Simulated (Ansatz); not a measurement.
Ansatz (a program for electronic structure) input:

Ansatz 0.2 input:
```yaml
crystal:
  lattice:
    - [0.0, 2.9232498896, 2.9232498896]
    - [2.9232498896, 0.0, 2.9232498896]
    - [2.9232498896, 2.9232498896, 0.0]
  atoms:
    - { symbol: Ni, position: [0.5, 0.5, 0.5] }
    - { symbol: Sn, position: [0.0, 0.0, 0.0] }
    - { symbol: Ni, position: [0.25, 0.25, 0.25] }
    - { symbol: Ni, position: [0.75, 0.75, 0.75] }
kpoints:
  mp_grid: { grid: [9, 9, 9] }
  band_path:
    path:
      - [[0.0, 0.0, 0.0], [0.5, 0.0, 0.5], [0.625, 0.25, 0.625]]  # Γ-X-U
      - [[0.375, 0.375, 0.75], [0.0, 0.0, 0.0], [0.5, 0.5, 0.5], [0.5, 0.25, 0.75], [0.5, 0.0, 0.5]]  # K-Γ-L-W-X
    npoints: 12
basis: { xc_grid: 2 }
hamiltonian:
  xc: pbesol
  pseudopotentials: { kind: paw }
magnetization: { noncollinear: true, spin_orbit: true }
scf:
  n_extra_bands: 12
  convergence: { dr2_threshold: 0.0000000001 }
  occupations: { method: gaussian, width: 0.05 }
output: { eigenvalues: true }
```

Output (shortened):

```
Pseudopotential: Ni, paw_fr, valence charge 18
Pseudopotential: Sn, paw_fr, valence charge 14
Functional definition: PBEsol
non-collinear run that drives no moment, with spin-orbit …
Crystal: 4 atoms, lattice volume = 49.961 Å³
Basis set: ecut = 420 eV, 941 PW (Γ), exchange–correlation on 60×60×60 points (8 copies of the dense FFT grid, shifted against one another)
Bands: 80, of which v1, the nominal top of the filled ones, is band 68 counted from 1 (67 counted from 0)
Symmetry: 48 space group operations + 48 with time reversal
k-points: 35 of 729
Projection manifold: j_resolved (fully-relativistic pseudo-atomic orbitals)
SCF iter   1: F=—  HF=-23369.791330 eV  |F-HF|=—  |Δ(HF+E_count)|=         —  Δρ=1.38e-1  dr2=8.17e0  dr2_m=0.00e0 (ungated)  ethr=3.10e-3  |M|=0.00e0 ∫|m|=0.00e0 μB  |m|>n=0.0e0 m-floor=0.0e0 τ_xc=0.0e0  β_m=0.30  ⟨swp⟩=7.8  Hψ=6735  notcnv=0  defer=18
preconditioner: auto → Kerker (q_TF=auto, 2.872 Å⁻¹)
spin=Noncollinear: Kerker preconditioning applied to the charge; magnetization (m_x, m_y, m_z) channels mix plain (no charge-response kernel on spin).
SCF iter   2: F=—  HF=-23368.858048 eV  |F-HF|=—  |Δ(HF+E_count)|=   9.33e-1  Δρ=3.29e-2  dr2=1.00e0  dr2_m=0.00e0 (ungated)  ethr=3.10e-3  |M|=0.00e0 ∫|m|=0.00e0 μB  |m|>n=0.0e0 m-floor=0.0e0 τ_xc=0.0e0  β_m=0.33  ⟨swp⟩=3.0  Hψ=2324  notcnv=0  defer=210
SCF iter   3: F=—  HF=-23368.618491 eV  |F-HF|=—  |Δ(HF+E_count)|=   2.40e-1  Δρ=2.96e-2  dr2=7.58e-1  dr2_m=0.00e0 (ungated)  ethr=1.48e-3  |M|=0.00e0 ∫|m|=0.00e0 μB  |m|>n=0.0e0 m-floor=0.0e0 τ_xc=0.0e0  β_m=0.47  ⟨swp⟩=2.0  Hψ=1616  notcnv=0  defer=208
SCF iter   4: F=—  HF=-23368.360416 eV  |F-HF|=—  |Δ(HF+E_count)|=   2.58e-1  Δρ=1.27e-2  dr2=5.35e-2  dr2_m=0.00e0 (ungated)  ethr=1.11e-3  |M|=0.00e0 ∫|m|=0.00e0 μB  |m|>n=0.0e0 m-floor=0.0e0 τ_xc=0.0e0  β_m=0.73  ⟨swp⟩=3.0  Hψ=2068  notcnv=0  defer=208
SCF iter   5: F=—  HF=-23368.365979 eV  |F-HF|=—  |Δ(HF+E_count)|=   5.56e-3  Δρ=2.34e-2  dr2=2.07e-1  dr2_m=0.00e0 (ungated)  ethr=7.87e-5  |M|=0.00e0 ∫|m|=0.00e0 μB  |m|>n=0.0e0 m-floor=0.0e0 τ_xc=0.0e0  β_m=0.73  ⟨swp⟩=2.1  Hψ=2234  notcnv=0  defer=204
SCF iter   6: F=—  HF=-23368.361527 eV  |F-HF|=—  |Δ(HF+E_count)|=   4.45e-3  Δρ=2.16e-2  dr2=1.77e-1  dr2_m=0.00e0 (ungated)  ethr=7.87e-5  |M|=0.00e0 ∫|m|=0.00e0 μB  |m|>n=0.0e0 m-floor=0.0e0 τ_xc=0.0e0  β_m=0.54  ⟨swp⟩=2.2  Hψ=2115  notcnv=0  defer=204
SCF iter   7: F=—  HF=-23368.351947 eV  |F-HF|=—  |Δ(HF+E_count)|=   9.58e-3  Δρ=8.60e-3  dr2=2.83e-2  dr2_m=0.00e0 (ungated)  ethr=7.87e-5  |M|=0.00e0 ∫|m|=0.00e0 μB  |m|>n=0.0e0 m-floor=0.0e0 τ_xc=0.0e0  β_m=0.77  ⟨swp⟩=2.0  Hψ=1653  notcnv=0  defer=204
SCF iter   8: F=—  HF=-23368.350161 eV  |F-HF|=—  |Δ(HF+E_count)|=   1.79e-3  Δρ=1.76e-3  dr2=1.20e-3  dr2_m=0.00e0 (ungated)  ethr=4.16e-5  |M|=0.00e0 ∫|m|=0.00e0 μB  |m|>n=0.0e0 m-floor=0.0e0 τ_xc=0.0e0  β_m=0.89  ⟨swp⟩=1.9  Hψ=1446  notcnv=0  defer=204
SCF iter  15: F=-23368.350097 eV  HF=-23368.350097 eV  |F-HF|=5.82e-11  |Δ(HF+E_count)|=  2.36e-10  Δρ=3.72e-7  dr2=7.03e-11  dr2_m=0.00e0 (ungated)  ethr=1.00e-12  |M|=0.00e0 ∫|m|=0.00e0 μB  |m|>n=0.0e0 m-floor=0.0e0 τ_xc=0.0e0  ⟨swp⟩=8.4  Hψ=5639  notcnv=0
SCF 1 converged in 15 iterations: F = -23368.350097 eV  dr2 = 7.03e-11
NSCF: frozen V_eff on 74 k-points
SCF converged after 15 iterations
Magnetization: |M| = 0.0000 μB,  M = (+0.0000, +0.0000, +0.0000) μB
Absolute magnetization: 0.0000 μB (∫|m|)
  site 0: m = (+0.0000, +0.0000, +0.0000) μB, |m| = 0.0000 μB  (R = 1.04 Å)
  site 1: m = (+0.0000, +0.0000, +0.0000) μB, |m| = 0.0000 μB  (R = 1.04 Å)
  site 2: m = (+0.0000, +0.0000, +0.0000) μB, |m| = 0.0000 μB  (R = 1.04 Å)
  site 3: m = (+0.0000, +0.0000, +0.0000) μB, |m| = 0.0000 μB  (R = 1.04 Å)
Free energy (F): -23368.350097 eV
Harris-Foulkes:  -23368.350097 eV  (|F-HF|=5.82e-11)
Internal energy: -23368.347370 eV  (E = F + TS)
E sigma→0 (E₀):  -23368.348734 eV
Entropy (-TS):   -0.002727 eV (-0.682 meV/atom)
Fermi energy:    18.105725 eV
--- Per-component energies (eV) ---
  E_band       = -821.788389
  E_kinetic    = 1048.106942
  E_local      = -11403.172423  (includes V_loc(G=0)·N_el)
  E_nonlocal   = 1895.713424
  E_hartree    = 5011.759573
  E_xc         = -633.533511
  E_vxc        = -426.254776  (∫ρ·V_xc dr)
  E_paw        = -8872.097444  (= ΣΔE_a)
  E_vpaw       = -1959.701947  (= ΣTr[D̂ρ^β])
  E_aug_tail   = 0.001423  (compensation charges beyond the density's cutoff)
  E_ewald      = -10416.008716
  E_core_change = 0.883361  (= ΣΔE_core)
  E_smearing   = -0.002727  (= −TS)
  E_closure    = 0.000000  (closes the sum)
  Σ components = -23368.350097   (vs F -23368.350097, Δ=0.00e0)
  [band-id]    e_kinetic+e_local+e_nonlocal+2·e_hartree+e_vxc+e_vpaw+e_augmentation_tail = -821.788210   (vs E_band -821.788389, Δ=1.79e-4)
--- Band table (eV; the first three rows and the last of 35) ---
  k-point 0: bands = ["-84.5624", "-84.5624", "-84.5584", "-84.5584", "-84.2856", "-84.2856", "-46.6229", "-46.6229", "-46.6126", "-46.6126", "-46.3306", "-46.3306", "-44.4309", "-44.4309", "-44.4309", "-44.4309", "-44.4193", "-44.4193", "-44.4193", …
  k-point 1: bands = ["-84.5623", "-84.5623", "-84.5585", "-84.5585", "-84.2856", "-84.2856", "-46.6226", "-46.6226", "-46.6127", "-46.6127", "-46.3310", "-46.3310", "-44.4309", "-44.4309", "-44.4307", "-44.4307", "-44.4196", "-44.4196", "-44.4189", …
  k-point 2: bands = ["-84.5618", "-84.5618", "-84.5588", "-84.5588", "-84.2858", "-84.2858", "-46.6214", "-46.6214", "-46.6131", "-46.6131", "-46.3322", "-46.3322", "-44.4306", "-44.4306", "-44.4296", "-44.4296", "-44.4204", "-44.4204", "-44.4183", …
  k-point 34: bands = ["-84.5602", "-84.5602", "-84.5599", "-84.5599", "-84.2862", "-84.2862", "-46.6167", "-46.6167", "-46.6155", "-46.6155", "-46.3358", "-46.3358", "-44.4312", "-44.4312", "-44.4292", "-44.4292", "-44.4186", "-44.4186", "-44.4167", …
```

Cost: roughly 60 core-seconds on shared cores.

Space group Fm-3m. The workflow started from an entry of the Crystallography Open Database (COD), which files this formula under 3 space groups. Its standing as an ambient phase is unchecked. The cell was relaxed with PBEsol under the symmetry of its start. At this level the phase is mechanically unstable. No spin polarisation was allowed.

Potentials: the later of the program's two PAW sets.

Ansatz is a plane-wave DFT program.
